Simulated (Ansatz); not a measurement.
One crystal and one scan (frozen-phonon scan) at two levels, PBE (plane waves to 420 eV, PAW, scalar-relativistic; Ansatz, a quantum-chemistry and plane-wave program) and LDA (plane waves to 420 eV, PAW, scalar-relativistic; Ansatz), each from its own relaxed cell and on its own mesh. The cell shown is that of PBE.

Relaxed ZnAu (CsCl type):

```
ZnAu
1.0
    6.37355     0.00000     0.00000
    0.00000     3.18677     0.00000
    0.00000     0.00000     3.18677
Zn Au
2 2
Direct
  0.25000   0.50000   0.50000
  0.75000   0.50000   0.50000
  0.00000   0.00000   0.00000
  0.50000   0.00000   0.00000
```

The atoms are displaced by Q × the pattern below (from a DFPT mode at X = (0.5, 0.0, 0.0), largest move 1; Q in Å), at fixed cell. It is one choice among 2 degenerate patterns. (q is in reciprocal vectors of the primitive cell; the cell shown is doubled to hold the pattern.)

| atom | x | y | z |
|---|---|---|---|
| Au3 | 0.000 | 0.000 | -1.000 |
| Au4 | 0.000 | 0.000 | 1.000 |

Atoms not listed stay in place.

Spin-orbit coupling is left out, though Au is heavy. ZnAu was relaxed with its symmetry unable to fall. With partly filled bands, energies and forces of such displacements shift with the k mesh and the smearing. Both scans cover Q from -0.100 to 0.100 Å.

ΔE (meV/cell), each from the undisplaced structure of its own level:

```json
[
 {"Q (Å)": "-0.100", "PBE": "18.1", "LDA": "25.9"},
 {"Q (Å)": "-0.083", "PBE": "12.5", "LDA": "17.9"},
 {"Q (Å)": "-0.067", "PBE": "7.9", "LDA": "11.4"},
 {"Q (Å)": "-0.050", "PBE": "4.5", "LDA": "withheld"},
 {"Q (Å)": "-0.033", "PBE": "2.0", "LDA": "2.8"},
 {"Q (Å)": "-0.017", "PBE": "0.5", "LDA": "0.7"},
 {"Q (Å)": "0.000", "PBE": "0.0", "LDA": "0.0"},
 {"Q (Å)": "0.017", "PBE": "0.5", "LDA": "0.7"},
 {"Q (Å)": "0.033", "PBE": "2.0", "LDA": "2.8"},
 {"Q (Å)": "0.050", "PBE": "4.5", "LDA": "withheld"},
 {"Q (Å)": "0.067", "PBE": "7.9", "LDA": "11.4"},
 {"Q (Å)": "0.083", "PBE": "12.5", "LDA": "17.9"},
 {"Q (Å)": "0.100", "PBE": "18.1", "LDA": "25.9"}
]
```

Q: Estimate the LDA value at -0.050 from the PBE value there and the ratio of the two levels in the two nearest given rows on that side of the minimum.

A: At -0.067 and -0.083 the ratio LDA/PBE averages 1.438, which gives 1.438 × 4.5 = 6.5 meV/cell. The calculation gives 6.4 meV/cell, +42.2 % against PBE.

(For displaced atoms, the force is minus the slope of the energy, and its curvature is a force constant, which sets phonon frequencies.)
